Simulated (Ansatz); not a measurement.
**Calculated 119Sn Mössbauer parameters for Sr₄SnN₄**

Cell: a Materials Project structure (computed, not necessarily an observed phase).

Space group P-1 (No. 2); a = 6.4723, b = 6.5340, c = 9.6390 Å, α = 71.38°, β = 79.42°, γ = 67.90°.

| site | Wyckoff | site symmetry | x | y | z |
| --- | --- | --- | --- | --- | --- |
| Sr1 | 2i | 1 | 0.7706 | 0.5772 | 0.1761 |
| Sr3 | 2i | 1 | 0.7416 | 0.2302 | 0.9813 |
| Sr5 | 2i | 1 | 0.7290 | 0.4884 | 0.5695 |
| Sr7 | 2i | 1 | 0.2322 | 0.9567 | 0.6062 |
| Sn | 2i | 1 | 0.7151 | 0.8483 | 0.7567 |
| N11 | 2i | 1 | 0.9797 | 0.7002 | 0.6085 |
| N13 | 2i | 1 | 0.8923 | 0.8327 | 0.9262 |
| N15 | 2i | 1 | 0.5137 | 0.6299 | 0.8057 |
| N17 | 2i | 1 | 0.4935 | 0.8208 | 0.3671 |

One atom of each set is listed.

Method: Kohn–Sham DFT in Ansatz, r2SCAN, plane waves and PAW, scalar-relativistic, 500 eV cutoff, Γ-centred 5×5×3 k-points, Fermi–Dirac smearing 0.02 eV.

Isomer shifts (against SnO₂) follow from the electron density at the nucleus, δ = α(ρ − ρ₀), with α = 0.093 mm s⁻¹ a₀³ and ρ₀ = 183072.84 a₀⁻³ from a line fitted to 8 measured compounds at this level of theory (rms miss 0.14 mm/s). ΔE_Q = ½eQV_zz(1 + η²/3)^½ with Q = -0.132 b for the 23.9 keV state.

(1) Where do the absorption lines lie?

Answers

(1) Sn (2 atoms a cell): δ = 1.01, |ΔE_Q| = 0.42 mm/s, a doublet at 0.81 and 1.22 mm/s.

Without spin–orbit coupling (the program notes it for Sn) the gradients can shift somewhat, as the gap is small. With these PAW files V_zz is typically within 2 to 3 % of all-electron values, but misses above 10 % occur on Sn.

The run took 3.7 min of wall time (3.7 min of CPU time) and 1.8 GiB at its peak, on 1 thread of Arm Neoverse V2 (aarch64; 8 cores open to the job, memory cap 2.5 GiB, no GPU), a shared host with a load of 1.0 a core.
